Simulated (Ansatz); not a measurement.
Frozen-phonon scan for Rh (fcc, Cu type)

Starting cell, Rh (fcc, Cu type):

```
Rh
1.0
    0.00000     3.80000     3.80000
    1.90000     0.00000     1.90000
    1.90000     1.90000     0.00000
Rh
2
Direct
  0.00000   0.00000   0.00000
  0.50000   0.00000   0.00000
```

The atoms are displaced by Q × the pattern below (from a DFPT mode at L = (0.5, 0.0, 0.0), largest move 1; Q in Å), at fixed cell. (q is in reciprocal vectors of the primitive cell; the cell shown is doubled to hold the pattern.)

```json
[
 {"atom": "Rh1", "x": "0.577", "y": "-0.577", "z": "-0.577"},
 {"atom": "Rh2", "x": "-0.577", "y": "0.577", "z": "0.577"}
]
```

The numbers are results of r2SCAN (plane waves to 500 eV, PAW, scalar-relativistic; Ansatz, a program for electronic structure), not measurements. k mesh 21×21×21 (Γ-centred), Fermi-Dirac smearing 0.05 eV. Energies are smeared free energies. Stress and pressure are positive under compression. With partly filled bands, energies and forces of such displacements shift with the k mesh and the smearing. Rh is run without spin polarisation. Rh was relaxed with its symmetry unable to fall. ΔE is measured from the undisplaced structure.

```tsv
Q (Å)	ΔE (meV/cell)	−dE/dQ from forces (eV/Å)	P (GPa)
-0.100	226	4.592	6.5
-0.083	156	3.781	4.5
-0.067	100	3.002	2.9
-0.050	56	2.242	1.6
-0.033	25	1.491	0.7
-0.017	6	0.746	0.2
0.000	0	0.000	0.0
0.017	6	-0.746	0.2
0.033	25	-1.491	0.7
0.050	56	-2.242	1.6
0.067	100	-3.002	2.9
0.083	156	-3.781	4.5
0.100	226	-4.592	6.5
```

Summary:

The energy at Q = 0.100 Å comes out as 226 meV/cell. Space group of the distorted cell: R-3m (No. 166), lowered from Fm-3m. Symmetry of the curve: even: the same for both signs. Shape of the curve: a single well with its minimum at or next to zero displacement. Harmonic wavenumber from the curvature (finite differences): 243 cm⁻¹. Wavenumber by perturbation theory (DFPT, on another k mesh): 241 cm⁻¹.

(A displaced cell: forces are minus the slopes of the energy, force constants its curvatures, and phonons follow from these.)
